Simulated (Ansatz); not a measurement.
Data:

GaSb (zinc blende)

```
GaSb
1.0
    0.00000     6.21351     6.21351
    3.10675     0.00000     3.10675
    3.10675     3.10675     0.00000
Sb Ga
2 2
Direct
  0.37500   0.75000   0.75000
  0.87500   0.75000   0.75000
  0.00000   0.00000   0.00000
  0.50000   0.00000   0.00000
```

Scan: atom 2 (Sb, nearest neighbour Ga at 2.691 Å; its periodic images, 4.4 Å or more away, move with it) is displaced towards the nearest neighbour, direction (0.577, 0.577, 0.577) in Cartesian axes, by s. The other atoms stay.

Calculation: PBE (plane waves to 420 eV, PAW, scalar-relativistic; Ansatz, a program for electronic structure). k mesh 11×11×11 (Γ-centred), Fermi-Dirac smearing 0.05 eV. Energies are smeared free energies. With partly filled bands, energies and forces of such displacements shift with the k mesh and the smearing. At this level the bands of GaSb touch or barely overlap; measurements give the solid a gap. GaSb was relaxed with its symmetry unable to fall. Spin-orbit coupling is left out, though Sb is heavy. ΔE is measured from the undisplaced structure.

The scan covers s from -0.270 to 0.270 Å in 11 points.

Question: Is the energy the same for displacements of ±0.270 Å, and if not, which side lies higher?

Answer: Not even: the positive side lies higher at ±0.270 Å. With its periodic images moving along, the atom's site symmetry in this cell is 3m.

Question: What is the energy change at s = 0.270 Å?

Answer: 347 meV/cell.

Question: What force acts on the atom along the line at s = -0.270 Å?

Answer: 1.34 eV/Å.

Question: What is the force constant k = d²E/ds² of this move at s = 0?

Answer: 7.48 eV/Å².

(A displaced cell: forces are minus the slopes of the energy, force constants its curvatures, and phonons follow from these.)
